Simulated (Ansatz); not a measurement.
## Structure optimisation: yttrium, A15

The calculation used Ansatz 0.2.0, DFT, PBEsol, plane waves (420 eV) with PAW, scalar-relativistic. The PAW files were generated under PBE, with cores re-solved for the functional.

k-point mesh 4×4×4, Fermi-Dirac smearing 0.1 eV, no spin polarisation. Cell and atoms relax.

Starting structure:

```yaml
crystal:
  lattice:
    - [6.4158243523, 0.0, 0.0]
    - [0.0, 6.4158243523, 0.0]
    - [0.0, 0.0, 6.4158243523]
  atoms:
    - { symbol: "Y", position: [0.0, 0.0, 0.0] }
    - { symbol: "Y", position: [0.5, 0.5, 0.5] }
    - { symbol: "Y", position: [0.25, 0.0, 0.5] }
    - { symbol: "Y", position: [0.75, 0.0, 0.5] }
    - { symbol: "Y", position: [0.5, 0.25, 0.0] }
    - { symbol: "Y", position: [0.5, 0.75, 0.0] }
    - { symbol: "Y", position: [0.0, 0.5, 0.25] }
    - { symbol: "Y", position: [0.0, 0.5, 0.75] }
hamiltonian:
  xc: pbesol
  pseudopotentials:
    kind: paw
    azcp:
      "Y": "pseudopotentials/Y.paw.azcp"
basis:
  ecutwfc: 420
  fft_grid_basis: typed
kpoints:
  mp_grid: { grid: [4, 4, 4], shift: [0, 0, 0] }
magnetization:
  spin_polarized: false
scf:
  occupations: { method: fermi_dirac, width: 0.1 }
relax:
  max_steps: 60
  f_tol: 0.01
  cell: {}
```

Problem. What cell does the relaxation end in?

Solution. Pm-3n with a = 6.356 Å; 32.10 Å³ per atom against 33.01 at the start (-2.8 %).

Problem. How much energy does the relaxation gain?

Solution. 2.8 meV per atom.

Path of the relaxation (the plane waves are chosen anew near the end, which can shift the energy a little):

| step | E − E(final) (meV/atom) | V (Å³/atom) | P (GPa) | max force (eV/Å) |
| --- | --- | --- | --- | --- |
| 0 | 2.81 | 33.012 | -0.97 | 0.000 |
| 1 | -0.02 | 32.095 | 0.00 | 0.000 |
| 2 | 0.00 | 32.095 | 0.00 | 0.000 |
